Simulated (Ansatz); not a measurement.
Polymorphs of ZnCu2SnS4, each relaxed with r²SCAN in the plane-wave PAW code Ansatz:

A: Pmn2_1
a = 7.607 Å, b = 6.615 Å, c = 6.304 Å, α = 90.00°, β = 90.00°, γ = 90.00°

| atom | site | symmetry | x | y | z |
|---|---|---|---|---|---|
| Zn | 2a | m.. | 0.0000 | 0.1660 | 0.0012 |
| Cu | 4b | 1 | 0.2507 | 0.3317 | 0.4965 |
| Sn | 2a | m.. | 0.5000 | 0.1639 | 0.0006 |
| S | 4b | 1 | 0.2432 | 0.3446 | 0.1337 |
| S | 2a | m.. | 0.0000 | 0.8290 | 0.1134 |
| S | 2a | m.. | 0.0000 | 0.1823 | 0.6294 |

B: I-4
a = 5.414 Å, b = 5.414 Å, c = 10.821 Å, α = 90.00°, β = 90.00°, γ = 90.00°

```json
[
 {"atom": "Cu", "site": "2a", "symmetry": "-4..", "x": "0.0000", "y": "0.0000", "z": "0.0000"},
 {"atom": "Cu", "site": "2c", "symmetry": "-4..", "x": "0.0000", "y": "0.5000", "z": "0.2500"},
 {"atom": "Zn", "site": "2d", "symmetry": "-4..", "x": "0.5000", "y": "0.0000", "z": "0.2500"},
 {"atom": "Sn", "site": "2b", "symmetry": "-4..", "x": "0.0000", "y": "0.0000", "z": "0.5000"},
 {"atom": "S", "site": "8g", "symmetry": "1", "x": "0.2578", "y": "0.2643", "z": "0.3709"}
]
```

**Question.** Put the candidates in order of energy per atom at 0 K, lowest first, for r²SCAN.

**Answer.** B (+0 meV/atom), A (+8 meV/atom)

**Question.** Give each one's gap.

**Answer.** A 0.39 eV; B 0.47 eV.

Not the usual ambient phase: A. Perhaps ordered models of mixed-site phases: A. All cells were relaxed under the symmetry of their starts (and spin orders); stability against distortions was not tested throughout. Rows with no word on spin ran without spin polarisation. Scalar-relativistic: spin–orbit coupling is off unless named, which matters more the heavier the elements.

Energies hold the estimated change up to a 700 eV cutoff; steps of a few meV lie near the error of the meshes.

Potentials: the later of the program's two PAW sets.
